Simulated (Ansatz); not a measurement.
Trial structure of Si2Sn3, not yet relaxed:

```cif
data_structure
_symmetry_space_group_name_H-M 'P 1'
_symmetry_Int_Tables_number 1
_cell_length_a 3.0391
_cell_length_b 3.0391
_cell_length_c 28.6562
_cell_angle_alpha 90.000
_cell_angle_beta 90.000
_cell_angle_gamma 120.000
_cell_volume 229.21
loop_
_atom_site_label
_atom_site_type_symbol
_atom_site_fract_x
_atom_site_fract_y
_atom_site_fract_z
_atom_site_occupancy
Si1 Si 0.33333 0.66667 0.90000 1
Si2 Si 0.33333 0.66667 0.10000 1
Si3 Si 0.33333 0.66667 0.50000 1
Si4 Si 0.66667 0.33333 0.00000 1
Sn1 Sn 0.33333 0.66667 0.70000 1
Sn2 Sn 0.33333 0.66667 0.30000 1
Sn3 Sn 0.66667 0.33333 0.80000 1
Sn4 Sn 0.66667 0.33333 0.20000 1
Sn5 Sn 0.66667 0.33333 0.40000 1
Sn6 Sn 0.66667 0.33333 0.60000 1
```

Theory: DFT PBE, scalar-relativistic, plane waves, PAW (Ansatz 0.2.0). Settings: cutoff 420 eV, Γ-centred mesh 6×6×1 on the computed 10-atom cell, Gaussian smearing of 0.10 eV; no spin polarisation.

The zero of energy is the elements' standard structures at the same level; no fitted shifts are applied. The references include grey tin.

**Question.** How far from equilibrium is it?

**Answer.** The pressure is 3.6 GPa (the mean over three directions, positive in compression), the largest force is 0.71 eV/Å, and the energy is +0.58 eV/atom against the elements. The shortest distance is 3.04 Å.

**Question.** Is it a good guess?

**Answer.** A rough one: relaxing gains about 0.30 eV/atom (the start's value is from the coarse mesh, so the gain is rough) in 28 ionic steps and ends at +0.28 eV/atom on the finer mesh. The symmetry stays P-6m2 (No. 187). The volume per atom grows by 4.7 %, from 22.9 to 24.0 Å³. The shortest distance goes from 3.04 Å (Si–Si and Sn–Sn) to 2.51 Å (Si–Si). The ratio c/a of the conventional cell changes by a factor of 0.61. Conventional cell: a = 3.632 Å, c = 21.002 Å. Si on a site of symmetry 3m is surrounded by 3 Si at 2.51 Å, 1 Si at 2.77 Å and 3 Sn at 2.99 Å; around Si on a site of symmetry -6m2 lie 6 Sn at 2.76 Å; around Sn on its first site lie 6 Sn at 3.30–3.36 Å and 6 Sn at 3.63 Å; 3 more sites not described.

The last run used a 12×12×2 mesh (in the run's order of axes) for its 10-atom cell and Gaussian smearing of 0.10 eV. The relaxation can't lower the symmetry of the start, and the grade says only how near the guess is to its own end. Symmetry constrained the relaxation, so the result can be a saddle point. Another cell of Si2Sn3 relaxed alike, in P6_3/mmc, lies 67 meV/atom lower, so this cell isn't the stable form at this level.
